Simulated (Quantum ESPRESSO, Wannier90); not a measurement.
**Tight-binding from DFT: PbSe (Cmcm)**

Structure: Materials Project mp-1063670, symmetrised, not relaxed again. Not found in the COD (Crystallography Open Database) copy used, which has the formula in other groups; not checked further. Level: PBEsol, no spin polarisation, no spin-orbit coupling; pw.x of Quantum ESPRESSO at 69 Ry with PseudoDojo potentials, 6×6×6 k-points, Wannier90. Density: 8×8×8 mesh, Gaussian smearing 0.01 Ry. Spin-orbit coupling is left out although heavy elements are present.

On the energy scale of pw.x, whose zero is arbitrary, the valence-band maximum lies at 8.53 eV.

Input w.win:

```
num_bands = 26
num_wann = 16
exclude_bands = 1-20
num_iter = 1000
conv_tol = 1.0e-6
conv_window = 4
dis_num_iter = 1000
dis_conv_tol = 1.0e-6
dis_froz_max = 9.82
write_hr = true
write_u_matrices = true
begin projections
f=0.37689,0.25133,-0.25623: s;p
f=-0.35824,-0.24815,0.26142: s;p
f=0.13515,0.24179,0.27188: s;p
f=-0.12660,-0.24903,-0.27590: s;p
end projections
begin unit_cell_cart
ang
    4.3097500000    0.0000000000    0.0000000000
    0.0000000000    0.0000000000   -4.4504900000
   -2.1548750000    6.1339450000    0.0000000000
end unit_cell_cart
begin atoms_frac
Pb   0.3682400000  0.2500000000 -0.2635200000
Pb  -0.3682400000 -0.2500000000  0.2635200000
Se   0.1387100000  0.2500000000  0.2774200000
Se  -0.1387100000 -0.2500000000 -0.2774200000
end atoms_frac
mp_grid = 6 6 6
begin kpoints
0.0000000000 0.0000000000 0.0000000000
0.0000000000 0.0000000000 0.1666666667
0.0000000000 0.0000000000 0.3333333333
... (213 more lines: the 6x6x6 mesh through Gamma)
end kpoints
```

Input of pw2wannier90.x that gives the overlap and projection files (equivalent; here they were cut from one run over all bands):

```
&inputpp
  outdir = './out'
  prefix = 'pwscf'
  seedname = 'w'
  write_amn = .true.
  write_mmn = .true.
/
```

Output w.wout (banner and timings cut):

```
                                    ------
                                    SYSTEM
                                    ------

                              Lattice Vectors (Ang)
                    a_1     4.309750   0.000000   0.000000
                    a_2     0.000000   0.000000  -4.450490
                    a_3    -2.154875   6.133945   0.000000

                   Unit Cell Volume:     117.65213  (Ang^3)

                        Reciprocal-Space Vectors (Ang^-1)
                    b_1     1.457900   0.512165   0.000000
                    b_2     0.000000   0.000000  -1.411796
                    b_3    -0.000000   1.024330   0.000000

 *----------------------------------------------------------------------------*
 |   Site       Fractional Coordinate          Cartesian Coordinate (Ang)     |
 +----------------------------------------------------------------------------+
 | pb   1   0.36824   0.25000  -0.26352   |    2.15488  -1.61642  -1.11262    |
 | pb   2  -0.36824  -0.25000   0.26352   |   -2.15488   1.61642   1.11262    |
 | se   1   0.13871   0.25000   0.27742   |    0.00000   1.70168  -1.11262    |
 | se   2  -0.13871  -0.25000  -0.27742   |    0.00000  -1.70168   1.11262    |
 *----------------------------------------------------------------------------*
                                ------------
                                K-POINT GRID
                                ------------

             Grid size =  6 x  6 x  6      Total points =  216

 *---------------------------------- MAIN ------------------------------------*
 |  Number of Wannier Functions               :                16             |
 |  Number of Objective Wannier Functions     :                16             |
 |  Number of input Bloch states              :                26             |
 |  Output verbosity (1=low, 5=high)          :                 1             |
 |  Timing Level (1=low, 5=high)              :                 1             |
 |  Optimisation (0=memory, 3=speed)          :                 3             |
 |  Length Unit                               :               Ang             |
 |  Post-processing setup (write *.nnkp)      :                 F             |
 |  Using Gamma-only branch of algorithms     :                 F             |
 *----------------------------------------------------------------------------*
 *------------------------------- WANNIERISE ---------------------------------*
 |  Total number of iterations                :              1000             |
 |  Number of CG steps before reset           :                 5             |
 |  Trial step length for line search         :             2.000             |
 |  Convergence tolerence                     :         0.100E-05             |
 |  Convergence window                        :                 4             |
 |  Iterations between writing output         :                 1             |
 |  Iterations between backing up to disk     :               100             |
 |  Write r^2_nm to file                      :                 F             |
 |  Write xyz WF centres to file              :                 F             |
 |  Write on-site energies <0n|H|0n> to file  :                 F             |
 |  Use guiding centre to control phases      :                 F             |
 |  Use phases for initial projections        :                 F             |
 *----------------------------------------------------------------------------*
 *------------------------------- DISENTANGLE --------------------------------*
 |  Using band disentanglement                :                 T             |
 |  Total number of iterations                :              1000             |
 |  Mixing ratio                              :             0.500             |
 |  Convergence tolerence                     :         1.000E-06             |
 |  Convergence window                        :                 3             |
 *----------------------------------------------------------------------------*
 *-------------------------------- PLOTTING ----------------------------------*
 |  Plotting Hamiltonian in WF basis          :                 T             |
 *----------------------------------------------------------------------------*

       ... (k-mesh section left out)

 Starting a new Wannier90 calculation ...

 Reading overlaps from w.mmn

 Reading projections from w.amn

 *------------------------------- DISENTANGLE --------------------------------*
 +----------------------------------------------------------------------------+
 |                              Energy  Windows                               |
 |                              ---------------                               |
 |                   Outer:   -4.55866  to   22.18015  (eV)                   |
 |                   Inner:   -4.55866  to    9.82000  (eV)                   |
 +----------------------------------------------------------------------------+
   Number of target bands to extract:   16

                   Unitarised projection of Wannier functions
                   ------------------------------------------
   A_mn = <psi_m|g_n> --> S = A.A^+ --> U = S^-1/2.A
   In dis_project... done
   Using an inner window (linner = T)
   In dis_proj_froz... done

                   Extraction of optimally-connected subspace
                   ------------------------------------------
 +---------------------------------------------------------------------+<-- DIS
 |  Iter     Omega_I(i-1)      Omega_I(i)      Delta (frac.)           |<-- DIS
 +---------------------------------------------------------------------+<-- DIS
       1      28.61300237      25.96171559       1.021E-01    <-- DIS
       2      26.70890350      25.26041256       5.734E-02    <-- DIS
       3      25.83013154      24.80238556       4.144E-02    <-- DIS
       4      25.19795456      24.48126007       2.928E-02    <-- DIS
       5      24.74775676      24.24984153       2.053E-02    <-- DIS
       6      24.42636891      24.07968897       1.440E-02    <-- DIS
       ... (lines left out)
     101      23.45163267      23.45169229      -2.542E-06    <-- DIS
       ... (lines left out)
     135      23.45157467      23.45159791      -9.912E-07    <-- DIS
     136      23.45157413      23.45159680      -9.668E-07    <-- DIS
     137      23.45157361      23.45159573      -9.431E-07    <-- DIS

             <<<      Delta < 1.000E-06  over  3 iterations     >>>
             <<< Disentanglement convergence criteria satisfied >>>

        Final Omega_I    23.45159573 (Ang^2)

 +----------------------------------------------------------------------------+

 Writing checkpoint file w.chk... done

 *------------------------------- WANNIERISE ---------------------------------*
 +--------------------------------------------------------------------+<-- CONV
 | Iter  Delta Spread     RMS Gradient      Spread (Ang^2)            |<-- CONV
 +--------------------------------------------------------------------+<-- CONV

 ------------------------------------------------------------------------------
 Initial State
  WF centre and spread    1  (  2.173090, -1.586677, -1.117998 )     1.69875056
  WF centre and spread    2  (  2.152971, -1.622274, -1.107525 )     2.91919217
  WF centre and spread    3  (  2.135269, -1.635474, -1.112442 )     2.89493542
  WF centre and spread    4  (  2.155003, -1.533100, -1.112840 )     2.93425446
  WF centre and spread    5  ( -2.111400,  1.617061,  1.103843 )     1.70150130
  WF centre and spread    6  ( -2.154973,  1.622792,  1.120442 )     2.91971642
  WF centre and spread    7  ( -2.199088,  1.635874,  1.111409 )     2.89342900
  WF centre and spread    8  ( -2.154831,  1.504302,  1.112566 )     2.93874335
  WF centre and spread    9  ( -0.003119,  1.689892, -1.079301 )     1.16468265
  WF centre and spread   10  (  0.000014,  1.722019, -1.144046 )     1.78483370
  WF centre and spread   11  (  0.003097,  1.721360, -1.111825 )     1.80187685
  WF centre and spread   12  ( -0.000175,  1.608936, -1.112008 )     1.83228598
  WF centre and spread   13  (  0.044492, -1.712548,  1.108696 )     1.16390713
  WF centre and spread   14  (  0.001217, -1.722662,  1.116334 )     1.78568685
  WF centre and spread   15  ( -0.042138, -1.721965,  1.112492 )     1.79896721
  WF centre and spread   16  (  0.000462, -1.587340,  1.112595 )     1.82680133
  Sum of centres and spreads ( -0.000109,  0.000195,  0.000391 )    34.05956438

      0     0.341E+02     0.0000000000       34.0595643412  <-- CONV
        O_D=      0.0024720 O_OD=     10.6054966 O_TOT=     34.0595643 <-- SPRD
 ------------------------------------------------------------------------------
      1    -0.102E+00     0.2732941069       33.9572586993  <-- CONV
        O_D=      0.0042643 O_OD=     10.5013987 O_TOT=     33.9572587 <-- SPRD
      2    -0.130E+00     0.3690195879       33.8275936026  <-- CONV
        O_D=      0.0039688 O_OD=     10.3720290 O_TOT=     33.8275936 <-- SPRD
      3    -0.672E-01     0.3169896878       33.7603758535  <-- CONV
        O_D=      0.0031679 O_OD=     10.3056122 O_TOT=     33.7603759 <-- SPRD
      4    -0.332E-01     0.2173328475       33.7272084188  <-- CONV
        O_D=      0.0020965 O_OD=     10.2735162 O_TOT=     33.7272084 <-- SPRD
      5    -0.172E-01     0.1548908150       33.7100220108  <-- CONV
        O_D=      0.0016288 O_OD=     10.2567975 O_TOT=     33.7100220 <-- SPRD
       ... (lines left out)
    100    -0.333E-02     0.0583931232       28.6445721367  <-- CONV
        O_D=      0.0012035 O_OD=      5.1917729 O_TOT=     28.6445721 <-- SPRD
       ... (lines left out)
    200    -0.660E-03     0.0253826696       28.3951799535  <-- CONV
        O_D=      0.0010088 O_OD=      4.9425754 O_TOT=     28.3951800 <-- SPRD
       ... (lines left out)
    300    -0.904E-04     0.0141558950       28.3664217630  <-- CONV
        O_D=      0.0009396 O_OD=      4.9138864 O_TOT=     28.3664218 <-- SPRD
       ... (lines left out)
    400    -0.189E-04     0.0043550527       28.3610398126  <-- CONV
        O_D=      0.0009291 O_OD=      4.9085150 O_TOT=     28.3610398 <-- SPRD
       ... (lines left out)
    500    -0.397E-05     0.0019733092       28.3599136243  <-- CONV
        O_D=      0.0009264 O_OD=      4.9073915 O_TOT=     28.3599136 <-- SPRD
       ... (lines left out)
    600    -0.836E-06     0.0013714233       28.3596775626  <-- CONV
        O_D=      0.0009252 O_OD=      4.9071567 O_TOT=     28.3596776 <-- SPRD
       ... (lines left out)
    611    -0.732E-06     0.0009073745       28.3596672407  <-- CONV
        O_D=      0.0009251 O_OD=      4.9071464 O_TOT=     28.3596672 <-- SPRD
    612    -0.728E-06     0.0013038646       28.3596665125  <-- CONV
        O_D=      0.0009251 O_OD=      4.9071457 O_TOT=     28.3596665 <-- SPRD
    613    -0.942E-06     0.0008932777       28.3596655704  <-- CONV
        O_D=      0.0009251 O_OD=      4.9071448 O_TOT=     28.3596656 <-- SPRD
             <<<     Delta < 1.000E-06  over  4 iterations     >>>
             <<< Wannierisation convergence criteria satisfied >>>
 Final State
  WF centre and spread    1  (  2.658448, -1.841859, -1.439655 )     2.13733200
  WF centre and spread    2  (  2.207540, -1.784791, -0.509749 )     2.17645940
  WF centre and spread    3  (  1.600577, -1.844224, -1.349167 )     2.13250988
  WF centre and spread    4  (  2.151355, -0.900629, -1.145392 )     2.11831317
  WF centre and spread    5  ( -1.638202,  1.841988,  0.805125 )     2.13538825
  WF centre and spread    6  ( -2.125485,  1.785336,  1.716654 )     2.17777462
  WF centre and spread    7  ( -2.698673,  1.844489,  0.854995 )     2.13396507
  WF centre and spread    8  ( -2.157586,  0.900564,  1.080200 )     2.11791906
  WF centre and spread    9  ( -0.256057,  1.876926, -0.711499 )     1.41037471
  WF centre and spread   10  ( -0.214979,  1.874601, -1.538027 )     1.41076834
  WF centre and spread   11  (  0.478215,  1.868064, -1.089827 )     1.42196221
  WF centre and spread   12  ( -0.004608,  1.114623, -1.111456 )     1.37206842
  WF centre and spread   13  (  0.399767, -1.877084,  0.854152 )     1.41651009
  WF centre and spread   14  (  0.025811, -1.868185,  1.590828 )     1.40844587
  WF centre and spread   15  ( -0.427100, -1.874494,  0.900500 )     1.41785215
  WF centre and spread   16  (  0.001163, -1.114613,  1.107240 )     1.37202238
  Sum of centres and spreads (  0.000185,  0.000711,  0.014922 )    28.35966561

         Spreads (Ang^2)       Omega I      =    23.451595732
        ================       Omega D      =     0.000925060
                               Omega OD     =     4.907144779
    Final Spread (Ang^2)       Omega Total  =    28.359665570
```
